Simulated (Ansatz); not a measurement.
A geometry of WSe2 away from equilibrium: the start of the relaxation of a generated cell, WSe2 placed in the 2H-MoS2 structure type. All values below come from PBE (plane waves to 420 eV, PAW, scalar-relativistic; Ansatz, a program for electronic structure). Γ-centred k-mesh 8×8×2 on the run's cell (coarser than for final values), Fermi–Dirac smearing 0.05 eV.

```xyz
6
Lattice="3.3594 0.0000 0.0000 -1.6797 2.9094 0.0000 0.0000 0.0000 13.0669" Properties=species:S:1:pos:R:3:forces:R:3 pbc="T T T" free_energy=-42649.114 pressure_GPa=4.3
W      0.0000     1.9396     3.2667    0.0000    0.0000    0.0000
W      1.6797     0.9698     9.8002    0.0000    0.0000    0.0000
Se     0.0000     1.9396     8.1995    0.0000    0.0000   -1.0947
Se     1.6797     0.9698     1.6660    0.0000    0.0000   -1.0947
Se     1.6797     0.9698     4.8674    0.0000    0.0000    1.0947
Se     0.0000     1.9396    11.4008    0.0000    0.0000    1.0947
```

Positions in Å, forces in eV/Å, free energy of the cell in eV (comparable only within this code, potentials and settings). Largest force: 1.09 eV/Å, on Se3, Se4, Se5, Se6 (atoms numbered as listed); the geometry lies 0.04 eV/atom above the end of its relaxation.

No spin polarisation in the result. Without a van der Waals term the distances between weakly bound units are poorly fixed.

The run could not lose the symmetry of its start.
